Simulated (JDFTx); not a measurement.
Reference run:

Al(110) slab cut from bulk Al (space group Fm-3m, indices of the conventional cell, lattice of the Materials Project entry mp-134, not re-optimised): 5 atoms in 5 planes, a 1x1 cell of 11.54 Å² (|a| = 4.039, |b| = 2.856 Å), 5.7 Å between the outermost planes, cell height 21.7 Å, 6×8×1 k mesh, Fermi smearing 0.01 Ha, no spin polarisation.

The reference is PBE, GBRV ultrasoft potentials, plane waves to 20/100 Ha; code: a modified build of JDFTx. Unrelaxed; liquid: CANDLE, water, 1 M NaF. Potentials are on the SHE scale by the convention U = −μ/e − 4.44 V; references calibrated for a solvation model differ from this value.

| run | F per atom, vacuum (eV) | TS per atom (eV) | k states | plane waves per k | work function (eV) | U_pzc (V) |
|---|---|---|---|---|---|---|
| run 1 | -57.131 | 0.455 | 20 | 7213 | 4.23 | -0.57 |
| run 2 (reference) | -56.961 | 0.115 | 20 | 7213 | 4.05 | -0.74 |
| run 3 | -56.917 | 0.030 | 20 | 7213 | 3.94 | -0.84 |
| run 4 | -56.907 | 0.011 | 20 | 7213 | 3.90 | -0.88 |

One setting differs between these runs. Which?
(A) Fermi smearing width
(B) density cutoff alone
(C) functional
(D) cell height

A, Fermi smearing width. The values, in order: 0.02 Ha; 0.01 Ha; 0.005 Ha; 0.003 Ha.
